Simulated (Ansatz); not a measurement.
Input and command of a plane-wave DFT calculation in Ansatz:

```yaml
crystal:
  lattice:
    - [2.8557741595, 0.0, 0.0]
    - [-1.4278870797, 2.4731729696, 0.0]
    - [0.0, 0.0, 9.86285972]
  atoms:
    - { symbol: Re, position: [0.33333333, 0.66666667, 0.60834981] }
    - { symbol: Re, position: [0.66666667, 0.33333333, 0.10834981] }
    - { symbol: Re, position: [0.66666667, 0.33333333, 0.39165019] }
    - { symbol: Re, position: [0.33333333, 0.66666667, 0.89165019] }
    - { symbol: C, position: [0.33333333, 0.66666667, 0.25] }
    - { symbol: C, position: [0.66666667, 0.33333333, 0.75] }
basis:
  ecutwfc: 500
kpoints:
  mp_grid: { grid: [12, 12, 4] }
hamiltonian:
  xc: r2scan
scf:
  occupations: { method: gaussian, width: 0.1 }
output:
  forces: true
  stress: true
  eigenvalues: true
  write_density: true
  write_potential: true
  elf: true
  volumetric_format: npy
relax:
  adjacent_minimum: "off"
  f_tol: 0.005
  max_steps: 80
  cell: { stress_tol: 0.05 }
```

```bash
ansatz run input.yaml --threads 2 --pin off --max-ram 5120MiB --backend cpu --events-out ev --progress --plain --runs-dir out
```

Processor: Intel(R) Xeon(R) Processor @ 2.50GHz (Skylake/Cascade Lake), 2 threads, on a host shared with other jobs.

Problem. How long does it run, and how much memory does it take?

Solution. About 94 s on 2 threads of Intel(R) Xeon(R) Processor @ 2.50GHz (Skylake/Cascade Lake) (shared host), peak memory 0.67 GiB. It solves 41 bands at 57 k points (the mesh reduced by symmetry) with about 1751 plane waves (on the last cell), in 35 SCF iterations over 6 ionic steps.
